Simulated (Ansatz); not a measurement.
**BaTiO3: reading a single point**

```
Ba Ti O
1.0
     4.05882    0.00000    0.00000
     0.00000    4.05882    0.00000
     0.00000    0.00000    8.11763
Ba Ti O
2 2 6
Direct
  0.50000 0.50000 0.25000
  0.50000 0.50000 0.75000
  0.00000 0.00000 0.00000
  0.00000 0.00000 0.50000
  0.50000 0.00000 0.00000
  0.50000 0.00000 0.50000
  0.00000 0.50000 0.00000
  0.00000 0.50000 0.50000
  0.00000 0.00000 0.25000
  0.00000 0.00000 0.75000
```

The numbers come from plane-wave PAW DFT (Ansatz): r2SCAN, collinear spin, 500 eV, 6×6×3 Γ-centred k points, gaussian occupations (width 0.0444 eV). Nothing was relaxed.

The state carries no moments; the state need not be the lowest.

Is the cell too large or too small?

The pressure is -7.8 GPa (compression positive), so with the atoms held at these fractions the cell would first shrink.

Which element gives electrons and which takes them?

Bader charges in e: Ba +1.58, Ti +2.32, O -1.30. In the mean Ti gives up most and O takes most.

What do density and ELF say about some of the short contacts?

Ti–O at 2.03 Å: least valence density 0.59 e/Å³ and ELF 0.19 there. Ba–O at 2.87 Å: least valence density 0.16 e/Å³ and ELF 0.07 there, a closed-shell (ionic or weak) contact. These are pseudo-fields; inside the PAW spheres they differ from the all-electron ones.

Metal or insulator? Give the gap.

The gap is 2.05 eV, indirect or between spins (the least direct gap found is 2.21 eV). A semilocal functional usually gives too small a gap.

Is it stable against the elements?

-3.39 eV an atom against the elements' usual phases (free molecules for gases, crystals otherwise, with no correction for O₂ or N₂), so it is bound against them; other compounds may still compete. Relaxing would lower it.

Origin: a database entry at a rescaled volume. Caveats: the input typed no starting moments.
